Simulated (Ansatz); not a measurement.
WS₂ (2H-MoS2 type, space group P6_3/mmc)

```cif
data_S4W2
_chemical_formula_sum 'W2 S4'
_space_group_name_H-M_alt 'P63/mmc'
_space_group_IT_number 194
_space_group_name_Hall '-P 6c 2c'
_cell_length_a 3.15408
_cell_length_b 3.15408
_cell_length_c 12.13731
_cell_angle_alpha 90.000
_cell_angle_beta 90.000
_cell_angle_gamma 120.000
loop_
_atom_site_label
_atom_site_type_symbol
_atom_site_symmetry_multiplicity
_atom_site_Wyckoff_symbol
_atom_site_fract_x
_atom_site_fract_y
_atom_site_fract_z
_atom_site_occupancy
W1 W 2 c 0.33333 0.66667 0.25000 1
S1 S 4 f 0.66667 0.33333 0.12026 1
```

Grid over V/V₀ and (c/a)/(c/a)₀, subscript 0 meaning the relaxed cell; the conventional c axis lies along z; no internal relaxation.

The numbers are results of PBE-D3(BJ) (plane waves to 420 eV, PAW, scalar-relativistic; Ansatz, a first-principles code), not measurements. k mesh 12×12×3 (Γ-centred), Fermi-Dirac smearing 0.05 eV. The energy includes the smearing's −TS. As the atoms are clamped, bonds stretch with the cell, which overstates energies and stresses. Spin-orbit coupling is left out, though W is heavy. WS2 is run without spin polarisation. WS2 was relaxed with its symmetry unable to fall.

Changes of ΔE (meV/atom) from the point V/V₀ = 1.000, (c/a)/(c/a)₀ = 1.000 when one coordinate moves alone (two changes are said to add if the coupling is within 5 % of the smaller one, nearly so within 20 %):

```json
[
 {"point": "V/V₀ = 1.000, (c/a)/(c/a)₀ = 0.960", "change": "11.85"},
 {"point": "V/V₀ = 1.000, (c/a)/(c/a)₀ = 0.973", "change": "5.21"},
 {"point": "V/V₀ = 1.000, (c/a)/(c/a)₀ = 0.987", "change": "1.29"},
 {"point": "V/V₀ = 0.920, (c/a)/(c/a)₀ = 1.000", "change": "68.31"},
 {"point": "V/V₀ = 0.947, (c/a)/(c/a)₀ = 1.000", "change": "28.86"},
 {"point": "V/V₀ = 0.973, (c/a)/(c/a)₀ = 1.000", "change": "6.87"},
 {"point": "V/V₀ = 1.027, (c/a)/(c/a)₀ = 1.000", "change": "6.24"},
 {"point": "V/V₀ = 1.053, (c/a)/(c/a)₀ = 1.000", "change": "23.83"},
 {"point": "V/V₀ = 1.080, (c/a)/(c/a)₀ = 1.000", "change": "51.26"},
 {"point": "V/V₀ = 1.000, (c/a)/(c/a)₀ = 1.013", "change": "1.26"},
 {"point": "V/V₀ = 1.000, (c/a)/(c/a)₀ = 1.027", "change": "4.99"},
 {"point": "V/V₀ = 1.000, (c/a)/(c/a)₀ = 1.040", "change": "11.11"}
]
```

### Question
What is the change at V/V₀ = 1.027, (c/a)/(c/a)₀ = 1.013, where both move, and how far is it from the sum?

### Answer
The sum of the single changes is 6.24 + (1.26) = 7.50; the calculation gives 7.92, so the coupling contributes 0.42 (over 20 % of the smaller single change, not additive).

### Question
Do the two effects add at V/V₀ = 1.027, (c/a)/(c/a)₀ = 0.973? Give the computed change.

### Answer
The sum of the single changes is 6.24 + (5.21) = 11.45; the calculation gives 10.51, so the coupling contributes -0.94 (under 20 % of the smaller single change, nearly additive).

### Question
Do the two effects add at V/V₀ = 1.053, (c/a)/(c/a)₀ = 1.027? Give the computed change.

### Answer
The sum of the single changes is 23.83 + (4.99) = 28.82; the calculation gives 30.35, so the coupling contributes 1.53 (over 20 % of the smaller single change, not additive).

(Under strain, the slope of the energy per volume gives the stress and its curvature an elastic modulus.)
